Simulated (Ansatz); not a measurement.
SnPt in space group P6/mmm (No. 191; Pt on 3f, Sn on 1a, Sn on 2d), the program Ansatz at the PBE level (PAW), all energies at zero smearing, with the estimated change up to a 700 eV cutoff added, with one set of potentials and settings (totals compare only within such a set). Cell of 6 atoms (3 Pt, 3 Sn): -55648.724 eV.

| element | reference phase | E (eV/atom) |
|---|---|---|
| Pt | Fm-3m, 1 atoms in the cell | -12524.7059 |
| Sn | Fd-3m, 2 atoms in the cell | -6024.2887 |

Formation energy per atom, worked out: (-55648.724 − 3×(-12524.7059) − 3×(-6024.2887))/6 = -0.290 eV/atom (-28 kJ per mol of atoms), at 0 K, without zero-point energy or fitted corrections.

A made-up cell: these elements were put on the sites of a structure type; neither database checked (COD, Materials Project) lists it. COD files the formula under space group No. 194, so this cell is another polymorph or a model. Whether it is the stable phase at ambient conditions was not checked. Symmetry was held in the PBE relaxation; whether a distortion lowers the energy is not shown. No spin polarisation was allowed. The references are the lowest solids computed at this level, not always the standard phases. Scalar-relativistic: spin–orbit coupling is off unless named, which matters more the heavier the elements.

Potentials: the earlier of the program's two PAW sets.
